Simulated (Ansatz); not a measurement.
Input:

Ru:
```
Ru
1.0
    2.69050     0.00000     0.00000
   -1.34525     2.33004     0.00000
    0.00000     0.00000     4.25101
Ru
2
Direct
  0.33333   0.66667   0.25000
  0.66667   0.33333   0.75000
```

This is the PBEsol-relaxed structure. x, y and z are the axes in which the lattice vectors are written.

### Question
All from PBEsol (plane waves, PAW; program Ansatz), unless another level is named. Predict the Young's modulus.

### Answer
537 GPa.

### Question
Next, the highest zone-centre frequency?

### Answer
263 cm⁻¹.

### Question
Predict the elastic constants (relaxed ions, GPa).

### Answer
C11 = 629, C12 = 204, C13 = 189, C33 = 707, C44 = 205.

Space group P6_3/mmc (hcp (Mg type)). Symmetry was held in the PBEsol relaxation; of distortions, only those at the zone centre were tested. No spin polarisation was allowed. As this level gives no gap, shear constants depend on the k-mesh and smearing (Fermi–Dirac, 0.1 eV here). As this level gives no gap, phonon frequencies hold no LO–TO term and depend on the k-mesh and smearing (Fermi–Dirac, 0.1 eV here).

Potentials: the earlier of the program's two PAW sets.
